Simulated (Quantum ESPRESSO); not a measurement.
Mg2SnScNb3Ta, one run as intended and one with a planted mistake

Computed values, not a measurement. The program is pw.x of Quantum ESPRESSO 7.5 (plane-wave density functional theory). The cell is made up: eight metal atoms on a face-centred cubic lattice, with elements, volume, strain and displacements drawn at random and not relaxed, so it may be unstable or far from any real phase. PseudoDojo standard norm-conserving files set the functional (PBE unless stated); there is no spin polarisation or spin-orbit coupling, the Fermi-Dirac width of 0.25 eV means electrons at about 2900 K, and the masses in the input are unused placeholders. The tin pseudopotential is less sure than most, with forces differing by about three percent from a second method on plain tin. Heavy elements are run without spin-orbit coupling, which real alloys of them have. A spin test at this wide smearing found no moment, but such smearing suppresses magnetism that the real alloy may have.

Intended input:

```
&control calculation='scf', pseudo_dir='./dojo.nc.sr.pbe.v0_5.standard.upf', outdir='./o', disk_io='medium', tprnfor=.true., tstress=.true. /
&system ibrav=0, nat=8, ntyp=5, nbnd=63, ecutwfc=84.00895049, nosym=.true., tot_charge=0,
 occupations='smearing', smearing='fd', degauss=0.0183746611
/
&electrons conv_thr=1.470e-08, electron_maxstep=70, mixing_beta=0.5 /
ATOMIC_SPECIES
Mg 1.0 Mg.upf
Nb 1.0 Nb.upf
Sc 1.0 Sc.upf
Sn 1.0 Sn.upf
Ta 1.0 Ta.upf
CELL_PARAMETERS angstrom
0.0543 -2.0797 -2.1246
-6.2852 -2.051 0.1343
-1.9988 4.2159 -6.3758
ATOMIC_POSITIONS angstrom
Mg 0.1963 -0.1143 0.04
Mg -1.9174 2.2368 -4.1657
Sn -2.0012 0.0524 -2.1617
Sc -4.3141 2.0456 -6.2169
Nb -3.8798 -0.0456 -4.2442
Nb -4.0741 -2.0095 -2.0795
Ta -6.1574 0.121 -6.1171
Nb -6.0619 -2.0208 -3.9282
K_POINTS automatic
8 4 3 1 1 1
```

The log is shortened where brackets say so; the opening notice, blank lines, dates and the lines on written files are dropped, and the path of the files is cut. It prints rydbergs, bohrs and kilobars, and counts compression as positive stress. Its total energy is the free energy E - TS of the whole cell.

Log of the intended run:

```
     Program PWSCF v.7.5
     Parallel version (MPI & OpenMP), running on       1 processor cores
     Number of MPI processes:                 1
     Threads/MPI process:                     1
     [start-up lines left out]
     bravais-lattice index     =            0
     lattice parameter (alat)  =       5.6192  a.u.
     unit-cell volume          =    1009.4485 (a.u.)^3
     number of atoms/cell      =            8
     number of atomic types    =            5
     number of electrons       =        97.00
     number of Kohn-Sham states=           63
     kinetic-energy cutoff     =      84.0090  Ry
     charge density cutoff     =     336.0358  Ry
     scf convergence threshold =      1.5E-08
     mixing beta               =       0.5000
     number of iterations used =            8  plain     mixing
     Exchange-correlation= PBE
                           (   1   4   3   4   0   0   0)
     [axes and pseudopotential details left out]
   Cartesian axes
     site n.     atom                  positions (alat units)
         1        Mg     tau(   1) = (   0.0660153  -0.0384388   0.0134519  )
         2        Mg     tau(   2) = (  -0.6448175   0.7522311  -1.4009160  )
         3        Sn     tau(   3) = (  -0.6729993   0.0176220  -0.7269751  )
         4        Sc     tau(   4) = (  -1.4508226   0.6879309  -2.0907302  )
         5        Nb     tau(   5) = (  -1.3047685  -0.0153352  -1.4273154  )
         6        Nb     tau(   6) = (  -1.3701111  -0.6757906  -0.6993314  )
         7        Ta     tau(   7) = (  -2.0707205   0.0406920  -2.0571677  )
         8        Nb     tau(   8) = (  -2.0386040  -0.6795907  -1.3210453  )
     number of k points=    48  Fermi-Dirac smearing, width (Ry)=  0.0184
                       cart. coord. in units 2pi/alat
        k(    1) = (  -0.0550244  -0.0173160  -0.0719302), wk =   0.0416667
        k(    2) = (   0.0064255  -0.1941868   0.1027733), wk =   0.0416667
     [further k points left out]
     Dense  grid:   105081 G-vectors     FFT dimensions: (  36,  75,  90)
     Estimated max dynamical RAM per process >     182.45 MB
     Initial potential from superposition of free atoms
     starting charge      96.9863, renormalised to      97.0000
     Starting wfcs are   69 randomized atomic wfcs
     total cpu time spent up to now is       41.2 secs
     per-process dynamical memory:   100.4 Mb
     Self-consistent Calculation
     iteration #  1     ecut=    84.01 Ry     beta= 0.50
     Davidson diagonalization with overlap
     ethr =  1.00E-02,  avg # of iterations =  3.1
     total cpu time spent up to now is      119.8 secs
     total energy              =    -994.60959805 Ry
     estimated scf accuracy    <       2.05058027 Ry
     iteration #  2     ecut=    84.01 Ry     beta= 0.50
     Davidson diagonalization with overlap
     ethr =  2.11E-03,  avg # of iterations =  6.7
     total cpu time spent up to now is      229.2 secs
     total energy              =    -993.56624368 Ry
     estimated scf accuracy    <      35.48385125 Ry
     [iterations 3 to 14 left out]
     iteration # 15     ecut=    84.01 Ry     beta= 0.50
     Davidson diagonalization with overlap
     ethr =  4.98E-10,  avg # of iterations =  2.0
     total cpu time spent up to now is     1362.0 secs
     total energy              =    -995.80343954 Ry
     estimated scf accuracy    <       0.00000031 Ry
     iteration # 16     ecut=    84.01 Ry     beta= 0.50
     Davidson diagonalization with overlap
     ethr =  3.24E-10,  avg # of iterations =  1.0
     total cpu time spent up to now is     1449.3 secs
     End of self-consistent calculation
     [lines on levels left out]
!    total energy              =    -995.80343956 Ry
     estimated scf accuracy    <       0.00000001 Ry
     smearing contrib. (-TS)   =      -0.10482945 Ry
     internal energy E=F+TS    =    -995.69861011 Ry
     The total energy is F=E-TS. E is the sum of the following terms:
     one-electron contribution =    -319.51101236 Ry
     hartree contribution      =     197.89488217 Ry
     xc contribution           =    -200.45492854 Ry
     ewald contribution        =    -673.62755137 Ry
     convergence has been achieved in  16 iterations
     Forces acting on atoms (cartesian axes, Ry/au):
     atom    1 type  1   force =    -0.03323565    0.02583001   -0.01117029
     atom    2 type  1   force =    -0.00322623   -0.01320211   -0.00133667
     atom    3 type  4   force =     0.04465554   -0.02583578    0.03263688
     atom    4 type  3   force =     0.06115988    0.02385226    0.00273367
     atom    5 type  2   force =    -0.08095799    0.01834229   -0.01001620
     atom    6 type  2   force =    -0.01285265   -0.00616219   -0.00452717
     atom    7 type  5   force =     0.02481930   -0.05172947    0.01735383
     atom    8 type  2   force =    -0.00036220    0.02890498   -0.02567404
     Total force =     0.149764     Total SCF correction =     0.000520
     Computing stress (Cartesian axis) and pressure
          total   stress  (Ry/bohr**3)                   (kbar)     P=       99.09
   0.00092238  -0.00005074   0.00004874          135.69       -7.46        7.17
  -0.00005074   0.00062334   0.00004083           -7.46       91.70        6.01
   0.00004874   0.00004083   0.00047516            7.17        6.01       69.90
     init_run     :     38.82s CPU     40.89s WALL (       1 calls)
     electrons    :   1361.95s CPU   1408.14s WALL (       1 calls)
     forces       :     14.14s CPU     14.30s WALL (       1 calls)
     stress       :     53.92s CPU     54.32s WALL (       1 calls)
     [timing details left out]
     PWSCF        :  24m29.52s CPU  25m19.03s WALL
     JOB DONE.
```

A second run has one planted mistake: the cell and the positions are scaled by a wrong factor. The input lines that differ:

```
- 0.0543 -2.0797 -2.1246
- -6.2852 -2.051 0.1343
- -1.9988 4.2159 -6.3758
+ 0.0547 -2.0963 -2.1416
+ -6.3355 -2.0674 0.1354
+ -2.0148 4.2496 -6.4268
- Mg 0.1963 -0.1143 0.04
- Mg -1.9174 2.2368 -4.1657
- Sn -2.0012 0.0524 -2.1617
- Sc -4.3141 2.0456 -6.2169
- Nb -3.8798 -0.0456 -4.2442
- Nb -4.0741 -2.0095 -2.0795
- Ta -6.1574 0.121 -6.1171
- Nb -6.0619 -2.0208 -3.9282
+ Mg 0.1979 -0.1152 0.0403
+ Mg -1.9327 2.2547 -4.199
+ Sn -2.0172 0.0528 -2.179
+ Sc -4.3486 2.062 -6.2666
+ Nb -3.9108 -0.046 -4.2782
+ Nb -4.1067 -2.0256 -2.0961
+ Ta -6.2067 0.122 -6.166
+ Nb -6.1104 -2.037 -3.9596
```

Its log:

```
     Program PWSCF v.7.5
     Parallel version (MPI & OpenMP), running on       1 processor cores
     Number of MPI processes:                 1
     Threads/MPI process:                     1
     [start-up lines left out]
     bravais-lattice index     =            0
     lattice parameter (alat)  =       5.6641  a.u.
     unit-cell volume          =    1033.8574 (a.u.)^3
     number of atoms/cell      =            8
     number of atomic types    =            5
     number of electrons       =        97.00
     number of Kohn-Sham states=           63
     kinetic-energy cutoff     =      84.0090  Ry
     charge density cutoff     =     336.0358  Ry
     scf convergence threshold =      1.5E-08
     mixing beta               =       0.5000
     number of iterations used =            8  plain     mixing
     Exchange-correlation= PBE
                           (   1   4   3   4   0   0   0)
     [axes and pseudopotential details left out]
   Cartesian axes
     site n.     atom                  positions (alat units)
         1        Mg     tau(   1) = (   0.0660257  -0.0384344   0.0134454  )
         2        Mg     tau(   2) = (  -0.6448098   0.7522391  -1.4009190  )
         3        Sn     tau(   3) = (  -0.6730016   0.0176157  -0.7269832  )
         4        Sc     tau(   4) = (  -1.4508303   0.6879483  -2.0907357  )
         5        Nb     tau(   5) = (  -1.3047664  -0.0153471  -1.4273426  )
         6        Nb     tau(   6) = (  -1.3701248  -0.6758041  -0.6993252  )
         7        Ta     tau(   7) = (  -2.0707511   0.0407031  -2.0571723  )
         8        Nb     tau(   8) = (  -2.0386224  -0.6796075  -1.3210476  )
     number of k points=    48  Fermi-Dirac smearing, width (Ry)=  0.0184
                       cart. coord. in units 2pi/alat
        k(    1) = (  -0.0550242  -0.0173156  -0.0719292), wk =   0.0416667
        k(    2) = (   0.0064264  -0.1941878   0.1027713), wk =   0.0416667
     [further k points left out]
     Dense  grid:   107607 G-vectors     FFT dimensions: (  36,  75,  90)
     Estimated max dynamical RAM per process >     186.00 MB
     Initial potential from superposition of free atoms
     starting charge      96.9863, renormalised to      97.0000
     Starting wfcs are   69 randomized atomic wfcs
     total cpu time spent up to now is       18.9 secs
     per-process dynamical memory:    93.8 Mb
     Self-consistent Calculation
     iteration #  1     ecut=    84.01 Ry     beta= 0.50
     Davidson diagonalization with overlap
     ethr =  1.00E-02,  avg # of iterations =  3.1
     total cpu time spent up to now is       66.0 secs
     total energy              =    -994.62296629 Ry
     estimated scf accuracy    <       2.05328205 Ry
     iteration #  2     ecut=    84.01 Ry     beta= 0.50
     Davidson diagonalization with overlap
     ethr =  2.12E-03,  avg # of iterations =  6.5
     total cpu time spent up to now is      154.1 secs
     total energy              =    -993.57373278 Ry
     estimated scf accuracy    <      36.02130797 Ry
     [iterations 3 to 15 left out]
     iteration # 16     ecut=    84.01 Ry     beta= 0.50
     Davidson diagonalization with overlap
     ethr =  2.24E-10,  avg # of iterations =  2.0
     total cpu time spent up to now is      928.4 secs
     total energy              =    -995.81720070 Ry
     estimated scf accuracy    <       0.00000002 Ry
     iteration # 17     ecut=    84.01 Ry     beta= 0.50
     Davidson diagonalization with overlap
     ethr =  1.72E-11,  avg # of iterations =  3.3
     total cpu time spent up to now is      986.6 secs
     End of self-consistent calculation
     [lines on levels left out]
!    total energy              =    -995.81720070 Ry
     estimated scf accuracy    <          4.6E-09 Ry
     smearing contrib. (-TS)   =      -0.10745772 Ry
     internal energy E=F+TS    =    -995.70974298 Ry
     The total energy is F=E-TS. E is the sum of the following terms:
     one-electron contribution =    -327.42738374 Ry
     hartree contribution      =     200.29874080 Ry
     xc contribution           =    -200.29683666 Ry
     ewald contribution        =    -668.28426337 Ry
     convergence has been achieved in  17 iterations
     Forces acting on atoms (cartesian axes, Ry/au):
     atom    1 type  1   force =    -0.02910515    0.02519325   -0.01092905
     atom    2 type  1   force =    -0.00236319   -0.01307925   -0.00092428
     atom    3 type  4   force =     0.03942831   -0.02311777    0.02921878
     atom    4 type  3   force =     0.05525141    0.02194362    0.00388655
     atom    5 type  2   force =    -0.07901565    0.01506935   -0.00826797
     atom    6 type  2   force =    -0.01374250   -0.00380354   -0.00623979
     atom    7 type  5   force =     0.02682337   -0.04974963    0.01674006
     atom    8 type  2   force =     0.00272340    0.02754397   -0.02348428
     Total force =     0.140870     Total SCF correction =     0.000341
     Computing stress (Cartesian axis) and pressure
          total   stress  (Ry/bohr**3)                   (kbar)     P=       67.04
   0.00068992  -0.00004761   0.00004339          101.49       -7.00        6.38
  -0.00004761   0.00041069   0.00003440           -7.00       60.41        5.06
   0.00004339   0.00003440   0.00026653            6.38        5.06       39.21
     init_run     :     17.53s CPU     18.73s WALL (       1 calls)
     electrons    :    955.77s CPU    967.68s WALL (       1 calls)
     forces       :      7.47s CPU      7.58s WALL (       1 calls)
     stress       :     29.91s CPU     30.30s WALL (       1 calls)
     [timing details left out]
     PWSCF        :  16m51.06s CPU  17m 4.97s WALL
     JOB DONE.
```

|  | intended run | run with the mistake |
| --- | --- | --- |
| free energy (eV) | -13548.596 | -13548.783 |
| entropy term -TS, part of it (eV) | -1.426 | -1.462 |
| pressure (GPa) | 9.91 | 6.70 |
| size of the largest force component (eV/Å) | 2.082 | 2.032 |
| largest change of a force component (eV/Å) |  | 0.152 |
| iterations | 16 | 17 |

For scale, a rerun of the intended cell at a higher cutoff and on a denser mesh moved values by no more than 0.002 eV in energy, 0.05 GPa in stress and 0.017 eV/Å in force, and a second program with other atomic files agreed on that cell to 2 % rms in force and 0.5 GPa in pressure.